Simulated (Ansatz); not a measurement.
Here is the system:

KCl:
```yaml
crystal:
  lattice:
    - [0.00000, 3.19081, 3.19081]
    - [3.19081, 0.00000, 3.19081]
    - [3.19081, 3.19081, 0.00000]
  atoms:
    - { symbol: K, position: [0.00000, 0.00000, 0.00000] }
    - { symbol: Cl, position: [0.50000, 0.50000, 0.50000] }
```

This is the PBE-relaxed structure.

All from DFT-PBE in the program Ansatz with PAW potentials, unless another level is named. Estimate the Debye temperature from the elastic constants.

228 K.

Predict the vibrational entropy at 300 K.

43.2 J/(K·mol of atoms).

Predict the highest zone-centre frequency (without LO–TO term).

125 cm⁻¹.

Space group Fm-3m (rock salt). The cell was relaxed with PBE under the symmetry of its start; phonons on a q-mesh show no instability.

Potentials: the later of the program's two PAW sets.
